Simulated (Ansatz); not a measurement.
**Relaxing a structure of Na**

The start is a generated cell, Na built in the dhcp structure type. A full variable-cell relaxation at zero pressure is run with r2SCAN (plane waves to 500 eV, PAW, scalar-relativistic; Ansatz, a first-principles code).

Ansatz input:
Ansatz 0.2 input:
```yaml
crystal:
  lattice:
    - [3.7873347, 0, 0]
    - [-1.8936674, 3.2799281, 0]
    - [0, 0, 12.185774]
  atoms:
    - { symbol: Na, position: [0, 0, 0] }
    - { symbol: Na, position: [0, 0, 0.5] }
    - { symbol: Na, position: [0.33333333, 0.66666667, 0.25] }
    - { symbol: Na, position: [0.66666667, 0.33333333, 0.75] }
basis: { ecutwfc: 500, ecutrho_ratio: 4, xc_grid: 4, fft_grid_basis: typed }
kpoints: { mp_grid: { grid: [14, 14, 4] } }
hamiltonian:
  xc: r2scan
  dispersion: none
  pseudopotentials: { kind: paw }
scf: { occupations: { method: fermi_dirac, width: 0.05 } }
relax: { f_tol: 0.01, max_steps: 100, cell: { stress_tol: 0.02 } }
output: { forces: true, stress: true }
```

Problem. What pressure does the first self-consistent step give?

Solution. 0.0 GPa.

Problem. How does the volume per atom move from start to end?

Solution. -0.3 %, from 37.84 to 37.73 Å³/atom.

Problem. What band gap does the relaxed structure have at this level?

Solution. Zero (metallic).

Problem. Write out the relaxed structure.

Solution. 
Space group P6₃/mmc (No. 194); a = b = 3.763 Å, c = 12.304 Å, α = β = 90.00°, γ = 120.00°

```csv
atom,site,symmetry,x,y,z
Na,2a,-3m.,0.0000,0.0000,0.0000
Na,2c,-6m2,0.3333,0.6667,0.2500
```

The space group stays P6₃/mmc (No. 194) (the run could not lower it); the end is AFLOW prototype A_hP4_194_ac (A3', as in La), with 4 atoms in the primitive cell. No spin polarisation in the result.

The run could not lose the symmetry of its start: the end is stationary, and may be a saddle point rather than a minimum.

All atoms sit on sites fixed by symmetry, so only the cell could relax.

The relaxed structure here is a generated cell of Na: the first start was made by placing the elements on the sites of a structure type, and the end was not matched to a known phase here, so it may be hypothetical. Known forms of Na include space group No. 229.
